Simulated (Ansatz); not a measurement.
Total density of states per atom from plane-wave PAW r²SCAN (Ansatz code), in 0.25 eV bins, energy from the valence-band maximum:

```
E (eV) | states/eV/atom
    -7.85 |  0.00
    -7.60 |  0.00
    -7.35 |  0.00
    -7.10 |  0.00
    -6.85 |  0.00
    -6.60 | ########## 2.29
    -6.35 | ############################## 7.20
    -6.10 | ######################### 5.95
    -5.85 | ################ 3.80
    -5.60 | ### 0.76
    -5.35 |  0.01
    -5.10 | # 0.14
    -4.85 | #### 0.93
    -4.60 | ### 0.64
    -4.35 | ## 0.48
    -4.10 | ## 0.45
    -3.85 | # 0.33
    -3.60 | # 0.32
    -3.35 | ## 0.43
    -3.10 | ## 0.46
    -2.85 | ## 0.49
    -2.60 | ### 0.63
    -2.35 | ### 0.71
    -2.10 | ### 0.77
    -1.85 | ### 0.79
    -1.60 | #### 0.99
    -1.35 | ##### 1.23
    -1.10 | #### 0.86
    -0.85 | ### 0.61
    -0.60 | ## 0.40
    -0.35 | # 0.25
    -0.10 |  0.08
     0.15 |  0.00
     0.40 |  0.00
     0.65 |  0.00
     0.90 |  0.00
     1.15 |  0.00
     1.40 |  0.00
     1.65 |  0.00
     1.90 |  0.00
     2.15 |  0.00
     2.40 |  0.00
     2.65 |  0.00
     2.90 |  0.00
     3.15 |  0.01
     3.40 |  0.02
     3.65 |  0.03
     3.90 | # 0.18
     4.15 | ## 0.41
     4.40 | ### 0.67
     4.65 | ### 0.81
     4.90 | #### 0.87
     5.15 | ## 0.54
     5.40 | # 0.34
     5.65 | # 0.21
     5.90 | ## 0.55
     6.15 | ##### 1.15
     6.40 | ### 0.65
     6.65 | ### 0.72
     6.90 | ## 0.46
     7.15 | ## 0.38
     7.40 | ### 0.72
     7.65 | #### 0.97
```

Problem. Which of these materials gives this?
A. CdS, zinc blende
B. Mg, hcp (Mg type)
C. ZnS, wurtzite
D. K, bcc (W type)

Solution. C, ZnS, wurtzite. Top 1 eV of the valence band: S 3p 87 %, Zn 3d 9 %. Bottom 1 eV of the conduction band: Zn 4s 58 %, S 3s 27 %, S 3p 12 %. Projections are on Löwdin-orthogonalised atomic valence shells; empty p or d shells of many metals are not among them.

Space group P6_3mc (wurtzite). The cell was relaxed with r²SCAN under the symmetry of its start; phonons on a q-mesh show no instability.

Potentials: the later of the program's two PAW sets.
